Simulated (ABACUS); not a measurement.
A self-consistent single point of Ni(BW)3 (Cmcm, 14 atoms in the cell; from Materials Project mp-1104181).

```
CELL_PARAMETERS angstrom
      1.59655    -4.20357     0.00000
      1.59655     4.20357     0.00000
      0.00000     0.00000    10.73782
ATOMIC_POSITIONS crystal
  Ni 0.50000 0.50000 0.00000
  Ni 0.50000 0.50000 0.50000
  B  0.08802 0.91198 0.89619
  B  0.91198 0.08802 0.10381
  B  0.91198 0.08802 0.39619
  B  0.08802 0.91198 0.60381
  B  0.20887 0.79113 0.75000
  B  0.79113 0.20887 0.25000
  W  0.78811 0.21189 0.89186
  W  0.21189 0.78811 0.10814
  W  0.21189 0.78811 0.39186
  W  0.78811 0.21189 0.60814
  W  0.50205 0.49795 0.75000
  W  0.49795 0.50205 0.25000
```

Level of theory: LDA (PW92), numerical atomic orbitals DZP (confined pseudo-atomic orbitals; energy shift 0.01 Ry), PseudoDojo 0.4 standard norm-conserving LDA (tails mended) pseudopotentials (ABACUS).

ABACUS settings:

* **basis**: DZP numerical atomic orbitals, energy shift 0.01 Ry
* **KPT**: Gamma 5 5 2 0 0 0
* **basis_type**: lcao
* **dft_functional**: PWLDA
* **ecutwfc**: 100 Ry
* **smearing_method**: mv
* **smearing_sigma**: 0.00734986 Ry
* **potentials**: PseudoDojo 0.4 standard norm-conserving LDA (tails mended)
* **symmetry**: 1
* **symmetry_prec**: 1e-05
* **ks_solver**: genelpa
* **scf_nmax**: 100
* **scf_thr**: 1.0e-06
* **mixing_type**: broyden
* **mixing_beta**: 0.7

Results:

```
Item                                                       Value
------------------------------------------------  --------------
Number of valence electrons                                  138
Number of bands                                               83
Number of k-points after the program's reduction              18
Size of the basis                                            230
Number of SCF iterations                                      13
Free energy E − TS                                -22002.5092 eV
Fermi level (on the code's own zero)                    21.23 eV
Pressure                                               -9.43 GPa
Largest force (vector length)                         0.141 eV/Å
```

Forces (eV/Å):
| atom | Fx | Fy | Fz |
|---|---|---|---|
| Ni1 | 0.000 | 0.000 | 0.000 |
| Ni2 | 0.000 | 0.000 | 0.000 |
| B3 | 0.000 | 0.064 | 0.125 |
| B4 | 0.000 | -0.064 | -0.125 |
| B5 | 0.000 | -0.064 | 0.125 |
| B6 | 0.000 | 0.064 | -0.125 |
| B7 | 0.000 | -0.086 | 0.000 |
| B8 | 0.000 | 0.086 | 0.000 |
| W9 | 0.000 | 0.011 | -0.030 |
| W10 | 0.000 | -0.011 | 0.030 |
| W11 | 0.000 | -0.011 | -0.030 |
| W12 | 0.000 | 0.011 | 0.030 |
| W13 | 0.000 | 0.075 | 0.000 |
| W14 | 0.000 | -0.075 | 0.000 |

Stress (GPa, positive for compression):
```
-10.97    0.00    0.00
  0.00   -8.49    0.00
  0.00    0.00   -8.83
```

The atom-centred basis is finite, which shifts total energies, pressures and forces against plane waves. The run has no spin polarisation, so moments on Ni cannot form. The structure comes from a collection of computed structures, made at another level of theory; the collection holds predicted forms beside known ones. No clean gap shows at this smearing width and mesh (spacing up to 0.42 Å⁻¹); the mesh is coarse for partly filled bands, so the values carry mesh errors.

Cost on one core: around 2.4 core-minutes (rough).

The atomic orbitals were generated for these runs; they are not ABACUS's published sets and were checked against plane waves on a few crystals only.

“Tails mended”: in these copies of the files the far tail of each local potential was reset to the Coulomb form.
